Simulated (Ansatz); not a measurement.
The start is a randomly generated symmetric cell of Al2O3 (space group No. 229). A full variable-cell relaxation at zero pressure is run with PBE (plane waves to 420 eV, PAW, scalar-relativistic; Ansatz, a first-principles code). The first steps use a coarse 6×6×6 k-mesh.

Initial structure:
```yaml
crystal:
  lattice:
    - [-2.82013, 2.82013, 2.82013]
    - [2.82013, -2.82013, 2.82013]
    - [2.82013, 2.82013, -2.82013]
  atoms:
    - { symbol: Al, position: [0.50000, 0.50000, 0.50000] }
    - { symbol: Al, position: [0.00000, 0.00000, 0.50000] }
    - { symbol: Al, position: [0.00000, 0.50000, 0.00000] }
    - { symbol: Al, position: [0.50000, 0.00000, 0.00000] }
    - { symbol: O, position: [0.50000, 0.25000, 0.75000] }
    - { symbol: O, position: [0.50000, 0.75000, 0.25000] }
    - { symbol: O, position: [0.75000, 0.50000, 0.25000] }
    - { symbol: O, position: [0.25000, 0.50000, 0.75000] }
    - { symbol: O, position: [0.25000, 0.75000, 0.50000] }
    - { symbol: O, position: [0.75000, 0.25000, 0.50000] }
```

### Question
How much energy is released per atom?

### Answer
0.18 eV/atom.

### Question
What band gap does the relaxed structure have at this level?

### Answer
Zero (metallic).

### Question
Write out the relaxed structure.

### Answer

```cif
data_Al8O12
_chemical_formula_sum 'Al8 O12'
_space_group_name_H-M_alt 'Im-3m'
_space_group_IT_number 229
_space_group_name_Hall '-I 4 2 3'
_cell_length_a 5.99168
_cell_length_b 5.99168
_cell_length_c 5.99168
_cell_angle_alpha 90.000
_cell_angle_beta 90.000
_cell_angle_gamma 90.000
loop_
_atom_site_label
_atom_site_type_symbol
_atom_site_symmetry_multiplicity
_atom_site_Wyckoff_symbol
_atom_site_fract_x
_atom_site_fract_y
_atom_site_fract_z
_atom_site_occupancy
Al1 Al 8 c 0.25000 0.25000 0.25000 1
O1 O 12 d 0.00000 0.25000 0.50000 1
```
(The calculation used a cell of 10 atoms; values per cell refer to that cell.)

The space group stays Im-3m (No. 229) (the run could not lower it), with 10 atoms in the primitive cell. Final values are on a 11×11×11 k-mesh of the relaxed cell. No spin polarisation in the result.

The run could not lose the symmetry of its start: the end is stationary, and may be a saddle point rather than a minimum.

All atoms sit on sites fixed by symmetry, so only the cell could relax.

The relaxed structure here is a generated cell of Al2O3: the first start was made by a random draw of sites in a space group, and the end was not matched to a known phase here, so it may be hypothetical. Known forms of Al2O3 include space group No. 167.
